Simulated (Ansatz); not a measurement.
**Coordination and K-41 quadrupole coupling in K2LiH6N3**

Cell: a computed structure from the Materials Project (it need not be an observed phase).

```cif
data_K2LiH6N3
_symmetry_space_group_name_H-M 'P4_2/m'
_symmetry_Int_Tables_number 84
_cell_length_a 7.0041
_cell_length_b 7.0041
_cell_length_c 12.0058
_cell_angle_alpha 90.000
_cell_angle_beta 90.000
_cell_angle_gamma 90.000
loop_
_atom_site_label
_atom_site_type_symbol
_atom_site_symmetry_multiplicity
_atom_site_Wyckoff_symbol
_atom_site_fract_x
_atom_site_fract_y
_atom_site_fract_z
K1 K 4 i 0.0000 0.5000 0.3474
K5 K 2 a 0.0000 0.0000 0.5000
K7 K 2 f 0.5000 0.5000 0.2500
Li Li 4 j 0.6433 0.3522 0.5000
H13 H 8 k 0.6792 0.7250 0.4330
H21 H 8 k 0.8182 0.1610 0.2928
H29 H 8 k 0.6533 0.0820 0.3735
N37 N 4 j 0.7067 0.6380 0.5000
N41 N 8 k 0.7206 0.2066 0.3510
```

One atom of each set is listed.

All values are calculated (Ansatz; DFT, PBE, plane waves and PAW, scalar-relativistic, 420 eV cutoff, Γ-centred 4×4×3 k-points, Fermi–Dirac smearing 0.02 eV), not measured.

Q(K-41) = 73.40 mb.

Task: Rank these K sites by |C_Q|, smallest first.
A. K1: 6 N at 2.84–3.19 Å
B. K5: 6 N at 3.02–3.26 Å
C. K7: 4 N at 2.84 Å

Result: A (2.34 MHz, η = 0.53), C (3.63 MHz, η = 0.00), B (5.40 MHz, η = 0.20).

An axis of threefold or higher order runs through K7, so V_zz lies along it and η is zero.
